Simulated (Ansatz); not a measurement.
# How the vibrations of FeSi₂ change with volume

Theory: Ansatz, DFT LDA, scalar-relativistic, plane waves, PAW. Cutoff 420 eV, 16×16×8 k-points (Γ-centred), Fermi-Dirac smearing of 0.15 eV. No spin polarisation. Phonons by linear response, acoustic sum rule imposed.

Equilibrium structure at this level:
Space group P4/mmm (No. 123). a = 2.662 Å, b = 2.662 Å, c = 5.065 Å, α = 90.00°, β = 90.00°, γ = 90.00°
```csv
atom,site,symmetry,x,y,z
Fe,1a,4/mmm,0.0000,0.0000,0.0000
Si,2h,4mm,0.5000,0.5000,0.2711
```

In a metal, frequencies depend on the k mesh and the smearing, soft modes most. Spin polarisation was left out, and a magnetic state may lie lower.

Cells at 0.98 and 1.02 times the equilibrium volume were relaxed in shape and atoms; γ = −d ln ν / d ln V, modes matched by rank.

(1) Give the optical frequencies at Γ (cm⁻¹) at the three volumes and the mode Grüneisen parameters.

(2) What pressures hold the two strained cells, and what bulk modulus follows?

## Answers

(1)
| 0.98 V | V | 1.02 V | γ | degeneracy |
| --- | --- | --- | --- | --- |
| 238 | 233 | 228 | 1.08 | 2 |
| 308 | 296 | 285 | 1.94 | 2 |
| 379 | 368 | 357 | 1.50 | 1 |
| 577 | 560 | 543 | 1.54 | 1 |

(2) 4.23 GPa at 0.98 V and -3.79 GPa at 1.02 V, so B = −dP/d ln V ≈ 201 GPa.

Cost: 6 runs of about 7.7 core-minutes in all, on Arm Neoverse V1 (shared hosts).